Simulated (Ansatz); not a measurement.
Given:

SrO:
Space group Fm-3m (No. 225); a = b = c = 5.0645 Å, α = β = γ = 90.00°

| atom | site | symmetry | x | y | z |
|---|---|---|---|---|---|
| Sr | 4b | m-3m | 0.5000 | 0.5000 | 0.5000 |
| O | 4a | m-3m | 0.0000 | 0.0000 | 0.0000 |
(The calculation used a cell of 2 atoms; values per cell refer to that cell.)

This is the LDA-relaxed structure.

**Question.** All from DFT-LDA in the program Ansatz with PAW potentials, unless another level is named. Estimate the static dielectric constant ε0 (ions relaxed, cell fixed).

**Answer.** 18.6.

**Question.** What about the Born charges (a third of the trace)?

**Answer.** Sr +2.47, O -2.47 e.

**Question.** Next, the electronic dielectric constant ε∞ (DFPT)?

**Answer.** 3.87.

The cell was relaxed with LDA under the symmetry of its start; phonons on a q-mesh show no instability. Scalar-relativistic: spin–orbit coupling is off unless named, which matters more the heavier the elements.

Potentials: the later of the program's two PAW sets.
